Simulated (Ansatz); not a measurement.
### Question
Name crystals whose computed values (the program Ansatz at the r²SCAN+D4 level (PAW)) fall in these windows: gap (eV) 1.1 to 1.4; HSE06 gap (eV) 1.8 to 2.3; electron conductivity mass (mₑ) 0.13 to 0.20.

### Answer


```tsv
crystal	gap (eV)	HSE06 gap (eV)	electron conductivity mass (mₑ)
CuI, P6_422 (Cu on 3d, I on 3c)	1.19	2.08	0.17
```
Others may fit too.

Typed or built starts, not in the databases checked: CuI, P6_422 (Cu on 3d, I on 3c). Not the usual ambient phase: CuI, P6_422 (Cu on 3d, I on 3c). Began spin-polarised and lost the moments: CuI, P6_422 (Cu on 3d, I on 3c). The cell was relaxed under the symmetry of its start. Scalar-relativistic: spin–orbit coupling is off unless named, which matters more the heavier the elements.

Potentials: the later of the program's two PAW sets.
